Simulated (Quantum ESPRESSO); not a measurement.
## SiAsF3O3 (input and log of a self-consistent run)

A calculation, not a measurement. The program is pw.x of Quantum ESPRESSO 7.5 (plane-wave density functional theory). The cell is made up: 8 atoms on a quartz lattice with one site empty, with randomly drawn elements, strain and displacements, not relaxed. PseudoDojo standard norm-conserving files (v0.5 for PBE, v0.4.1 for LDA and PBEsol) set the functional; there is no spin polarisation, spin-orbit coupling or dispersion term, and the masses in the input are unused placeholders.

Input:

```
&control calculation='scf', pseudo_dir='./dojo.nc.sr.pbe.v0_5.standard.upf', outdir='./o', disk_io='medium', tprnfor=.true., tstress=.true. /
&system ibrav=0, nat=8, ntyp=4, nbnd=35, ecutwfc=84.00895049, nosym=.true., tot_charge=0,
 occupations='smearing', smearing='fd', degauss=0.0018374661
/
&electrons conv_thr=7.350e-09, electron_maxstep=60, /
ATOMIC_SPECIES
As 1.0 As.upf
F 1.0 F.upf
O 1.0 O.upf
Si 1.0 Si.upf
CELL_PARAMETERS angstrom
5.0473 0.0 0.0
-2.5236 4.3711 0.0
0.0 0.0 5.5399
ATOMIC_POSITIONS angstrom
Si 2.4133 -0.0129 3.6107
As 1.309 2.3387 -0.0468
F 1.4155 1.1626 4.3585
F 3.3317 0.5746 2.5409
F 2.8078 2.5091 0.6532
O 0.2853 1.7593 1.1818
O -1.1295 3.1793 3.1023
O 0.7824 3.718 4.8584
K_POINTS automatic
5 5 4 1 1 1
```

The log is shortened where brackets say so; the opening notice, blank lines, dates and the lines on written files are dropped, and the path of the files is cut. It prints rydbergs, bohrs and kilobars, and counts compression as positive stress. With no partly filled state, the Fermi energy that it prints is only some level between the filled and the empty states on the mesh, and need not lie in the true gap.

```
     Program PWSCF v.7.5
     Parallel version (MPI & OpenMP), running on       1 processor cores
     Number of MPI processes:                 1
     Threads/MPI process:                     1
     [start-up lines left out]
     bravais-lattice index     =            0
     lattice parameter (alat)  =       9.5380  a.u.
     unit-cell volume          =     824.7995 (a.u.)^3
     number of atoms/cell      =            8
     number of atomic types    =            4
     number of electrons       =        58.00
     number of Kohn-Sham states=           35
     kinetic-energy cutoff     =      84.0090  Ry
     charge density cutoff     =     336.0358  Ry
     scf convergence threshold =      7.3E-09
     mixing beta               =       0.7000
     number of iterations used =            8  plain     mixing
     Exchange-correlation= PBE
                           (   1   4   3   4   0   0   0)
     [axes and pseudopotential details left out]
   Cartesian axes
     site n.     atom                  positions (alat units)
         1        Si     tau(   1) = (   0.4781368  -0.0025558   0.7153726  )
         2        As     tau(   2) = (   0.2593466   0.4633566  -0.0092723  )
         3        F      tau(   3) = (   0.2804470   0.2303410   0.8635310  )
         4        F      tau(   4) = (   0.6600955   0.1138430   0.5034177  )
         5        F      tau(   5) = (   0.5562974   0.4971173   0.1294157  )
         6        O      tau(   6) = (   0.0565253   0.3485626   0.2341450  )
         7        O      tau(   7) = (  -0.2237830   0.6299011   0.6146455  )
         8        O      tau(   8) = (   0.1550136   0.7366315   0.9625740  )
     number of k points=    50  Fermi-Dirac smearing, width (Ry)=  0.0018
                       cart. coord. in units 2pi/alat
        k(    1) = (   0.1000000   0.1732035   0.1138852), wk =   0.0400000
        k(    2) = (   0.1000000   0.1732035   0.3416555), wk =   0.0400000
     [further k points left out]
     Dense  grid:    85759 G-vectors     FFT dimensions: (  60,  60,  64)
     Estimated max dynamical RAM per process >     112.80 MB
     Initial potential from superposition of free atoms
     starting charge      57.9991, renormalised to      58.0000
     Starting wfcs are   37 randomized atomic wfcs
     total cpu time spent up to now is       10.8 secs
     per-process dynamical memory:    66.9 Mb
     Self-consistent Calculation
     iteration #  1     ecut=    84.01 Ry     beta= 0.70
     Davidson diagonalization with overlap
     ethr =  1.00E-02,  avg # of iterations =  3.0
     total cpu time spent up to now is       36.3 secs
     total energy              =    -466.43850061 Ry
     estimated scf accuracy    <       2.39283683 Ry
     iteration #  2     ecut=    84.01 Ry     beta= 0.70
     Davidson diagonalization with overlap
     ethr =  4.13E-03,  avg # of iterations =  3.1
     total cpu time spent up to now is       59.1 secs
     total energy              =    -465.51972174 Ry
     estimated scf accuracy    <       9.96187879 Ry
     iteration #  3     ecut=    84.01 Ry     beta= 0.70
     Davidson diagonalization with overlap
     ethr =  4.13E-03,  avg # of iterations =  3.0
     total cpu time spent up to now is       79.2 secs
     total energy              =    -467.57655688 Ry
     estimated scf accuracy    <       0.74942185 Ry
     iteration #  4     ecut=    84.01 Ry     beta= 0.70
     Davidson diagonalization with overlap
     ethr =  1.29E-03,  avg # of iterations =  2.0
     total cpu time spent up to now is       97.3 secs
     total energy              =    -467.59846803 Ry
     estimated scf accuracy    <       0.17962915 Ry
     iteration #  5     ecut=    84.01 Ry     beta= 0.70
     Davidson diagonalization with overlap
     ethr =  3.10E-04,  avg # of iterations =  2.0
     total cpu time spent up to now is      117.2 secs
     total energy              =    -467.58918924 Ry
     estimated scf accuracy    <       0.05749439 Ry
     [iterations 6 to 8 left out]
     iteration #  9     ecut=    84.01 Ry     beta= 0.70
     Davidson diagonalization with overlap
     ethr =  1.13E-07,  avg # of iterations =  3.8
     total cpu time spent up to now is      198.3 secs
     total energy              =    -467.59637697 Ry
     estimated scf accuracy    <       0.00001129 Ry
     iteration # 10     ecut=    84.01 Ry     beta= 0.70
     Davidson diagonalization with overlap
     ethr =  1.95E-08,  avg # of iterations =  2.1
     total cpu time spent up to now is      216.6 secs
     total energy              =    -467.59637844 Ry
     estimated scf accuracy    <       0.00000235 Ry
     iteration # 11     ecut=    84.01 Ry     beta= 0.70
     Davidson diagonalization with overlap
     ethr =  4.05E-09,  avg # of iterations =  2.0
     total cpu time spent up to now is      238.4 secs
     total energy              =    -467.59637907 Ry
     estimated scf accuracy    <       0.00000049 Ry
     iteration # 12     ecut=    84.01 Ry     beta= 0.70
     Davidson diagonalization with overlap
     ethr =  8.39E-10,  avg # of iterations =  2.0
     total cpu time spent up to now is      257.6 secs
     total energy              =    -467.59637914 Ry
     estimated scf accuracy    <       0.00000002 Ry
     iteration # 13     ecut=    84.01 Ry     beta= 0.70
     Davidson diagonalization with overlap
     ethr =  4.22E-11,  avg # of iterations =  3.1
     total cpu time spent up to now is      277.0 secs
     End of self-consistent calculation
          k = 0.1000 0.1732 0.1139 ( 10720 PWs)   bands (ev):
   -36.0242 -35.9044 -35.7691 -35.6783 -35.6574 -26.6020 -22.4310 -22.0680
   -18.8334 -14.7966 -13.0896 -11.3736  -8.0046  -7.3329  -6.6719  -5.2555
    -4.3396  -3.2591  -2.9213  -2.7044  -2.5092  -2.2963  -2.0293  -0.7968
     0.7546   1.4214   1.7746   2.5904   2.7269   4.2996   7.8925   8.9320
     9.3406   9.6916  10.2390
     [levels at the other k points left out]
     the Fermi energy is     3.5275 ev
!    total energy              =    -467.59637915 Ry
     estimated scf accuracy    <          4.3E-09 Ry
     smearing contrib. (-TS)   =      -0.00000000 Ry
     internal energy E=F+TS    =    -467.59637915 Ry
     The total energy is F=E-TS. E is the sum of the following terms:
     one-electron contribution =    -339.04086959 Ry
     hartree contribution      =     194.38094750 Ry
     xc contribution           =    -109.09581496 Ry
     ewald contribution        =    -213.84064210 Ry
     convergence has been achieved in  13 iterations
     Forces acting on atoms (cartesian axes, Ry/au):
     atom    1 type  4   force =    -0.10960920   -0.27476265   -0.10118724
     atom    2 type  1   force =    -0.14862050    0.03921521    0.39654509
     atom    3 type  2   force =     0.02024265   -0.12250890   -0.17090112
     atom    4 type  2   force =     0.03943564    0.04748245   -0.01858501
     atom    5 type  2   force =     0.06136394    0.01531752   -0.02097603
     atom    6 type  3   force =     0.07855917    0.02259658   -0.09879527
     atom    7 type  3   force =     0.05585948    0.11372573    0.06886160
     atom    8 type  3   force =     0.00276882    0.15893407   -0.05496202
     Total force =     0.630372     Total SCF correction =     0.000134
     Computing stress (Cartesian axis) and pressure
          total   stress  (Ry/bohr**3)                   (kbar)     P=       80.17
   0.00018514  -0.00048533   0.00002752           27.24      -71.39        4.05
  -0.00048533   0.00087294   0.00040620          -71.39      128.41       59.75
   0.00002752   0.00040620   0.00057691            4.05       59.75       84.87
     init_run     :      8.56s CPU     10.73s WALL (       1 calls)
     electrons    :    236.96s CPU    266.21s WALL (       1 calls)
     forces       :      3.35s CPU      3.41s WALL (       1 calls)
     stress       :     11.61s CPU     11.66s WALL (       1 calls)
     [timing details left out]
     PWSCF        :   4m20.61s CPU   4m53.57s WALL
     JOB DONE.
```

In other units: free energy -6361.973 eV for the cell, pressure 8.02 GPa, largest force component 10.196 eV/Å. A rerun of a related cell, with the same atoms placed differently, at 1437 eV and a 7 x 7 x 6 mesh moved values by no more than 0.004 eV in energy, 0.02 GPa in stress and 0.002 eV/Å in force.